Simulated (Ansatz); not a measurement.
Here is an unrelaxed guess for GeS₃.

```
CELL_PARAMETERS angstrom
-2.84083 2.84083 2.84083
2.84083 -2.84083 2.84083
2.84083 2.84083 -2.84083
ATOMIC_POSITIONS crystal
Ge 0.00000 0.00000 0.00000
S 0.00000 0.50000 0.50000
S 0.50000 0.00000 0.50000
S 0.50000 0.50000 0.00000
```

The calculation used DFT PBE, scalar-relativistic, plane waves, PAW (Ansatz 0.2.0). Settings: cutoff 420 eV, Γ-centred mesh 4×4×4 on the computed 4-atom cell, Gaussian smearing of 0.10 eV; no spin polarisation.

The zero of energy is the elements' standard structures at the same level; no fitted shifts are applied.

**Question.** How far from equilibrium is it?

**Answer.** The pressure is -8.2 GPa (it wants to contract), the largest force is 0.00 eV/Å (symmetry fixes the atoms), and the energy is +0.43 eV/atom against the elements. The shortest distance is 2.84 Å.

**Question.** Is it a good guess?

**Answer.** A fair one: relaxing gains about 0.18 eV/atom (the start's value is from the coarse mesh, so the gain is rough) in 8 ionic steps and ends at +0.25 eV/atom on the finer mesh. The symmetry stays Im-3m (No. 229). The volume per atom shrinks by 18.9 %, from 22.9 to 18.6 Å³. The shortest distance goes from 2.84 Å (Ge–S and S–S) to 2.65 Å (Ge–S and S–S). Conventional cell: a = 5.299 Å. Ge has 6 S at 2.65 Å; S is surrounded by 2 Ge at 2.65 Å and 4 S at 2.65 Å.

The last run used a 12×12×12 mesh for its 4-atom cell and Gaussian smearing of 0.10 eV. The reference form of S is held partly by dispersion forces, which this level lacks. The relaxation can't lower the symmetry of the start, and the grade says only how near the guess is to its own end. Symmetry constrained the relaxation, so the result can be a saddle point.
